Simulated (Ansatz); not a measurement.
**LaPSe, a known structure type with other elements, at an estimated volume**

```xyz
6
Lattice="0.0000 0.0000 5.2200 3.7485 0.0000 0.0000 1.8743 6.6752 -2.6100" Properties=species:S:1:pos:R:3 pbc="T T T"
La    3.7485    1.5860    2.6100
La    1.8743    5.0892    0.0000
P     1.8743    0.0000    1.1536
P     1.8743    0.0000    4.0664
Se    3.7485    2.8169    0.0000
Se    1.8743    3.8583    2.6100
```

The numbers come from plane-wave PAW DFT (Ansatz): PBE, no spin polarisation, 420 eV, 7×7×7 Γ-centred k points, cold occupations (width 0.0128 eV). Nothing was relaxed.

- At the Fermi level: It is a metal, with about 6.5 states/eV a cell as the mean within 0.25 eV of the Fermi level, mostly Se p (39 %) and P p (38 %).
- Stress: The pressure is 15.5 GPa (compression positive), so with the atoms held at these fractions the cell would first expand; the forces are large, so a full relaxation may end otherwise. The principal stresses 11.6, 17.0, 17.8 GPa differ, so its shape would change too.
- Forces: The largest is on P3 (and as large on other atoms): 2.48 eV/Å, components (0.00, 0.00, -2.48). It makes 0° with the line to a nearest neighbour, P4 at 2.31 Å, pointing towards it.
- Charges: Bader charges in e: La +1.46, P -0.70, Se -0.76. In the mean La gives up most and Se takes most.
- Formation energy: -0.78 eV an atom against the elements' usual phases (free molecules for gases, crystals otherwise, with no correction for O₂ or N₂), so it is bound against them; other compounds may still compete. Relaxing would lower it.

Origin: a known structure type with other elements, at an estimated volume, so it need not be a known compound. Caveats: many states at the Fermi level without spin polarisation, so a magnetic state may lie lower; atoms or cell far from equilibrium; f levels without a U or exact exchange are poorly placed.
